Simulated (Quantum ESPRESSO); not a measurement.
Parts of the isotropic shielding in MgSe, by PBE GIPAW (a modified build of Quantum ESPRESSO, JTH PAW datasets), 20 Ha, k-mesh 6×6×6 shifted:

```
CELL_PARAMETERS angstrom
      0.00000     2.72006     2.76106
      2.72006     0.00000     2.76106
      2.72006     2.72006     0.00000
ATOMIC_POSITIONS crystal
  Mg 0.00000 0.00000 0.00000
  Se 0.50000 0.50000 0.50000
```
The cell was made here from a computed Materials Project entry: strained by +1 % along the cube axis and by -0.5 % across it, atoms relaxed (PBE without dispersion, pw.x of Quantum ESPRESSO, symmetry kept). The parent is MgSe in Fm-3m; whether this form has been observed was not checked. Stability against distortions was not tested.

The core term is that of the free atom's frozen core; the paramagnetic column sums the reconstruction terms. Shieldings are absolute and leave out the bulk-susceptibility term; a larger σ means a smaller chemical shift. By our sweeps, such settings leave a few ppm in absolute σ on light atoms and up to some 20 ppm from Zn on. Spin–orbit coupling is left out; its weight grows with the heaviest atom, Se here. The datasets of Mg, Se hold no d projectors, which limits absolute σ on these atoms. The structure is static (0 K, no zero-point motion).

| site | core | bare (smooth current) | diamagnetic correction | paramagnetic corrections | σ_iso (ppm) |
|---|---|---|---|---|---|
| Mg (atom 1) | 412.8 | 23.3 | 250.0 | … | … |
| Se (atom 2) | 2991.5 | 35.0 | -6.1 | … | … |

**Question.** What belongs in the gaps?

**Answer.** 
- Mg (atom 1), paramagnetic corrections: -118.6
- Mg (atom 1), σ_iso (ppm): 567.5
- Se (atom 2), paramagnetic corrections: -1193.9
- Se (atom 2), σ_iso (ppm): 1826.5
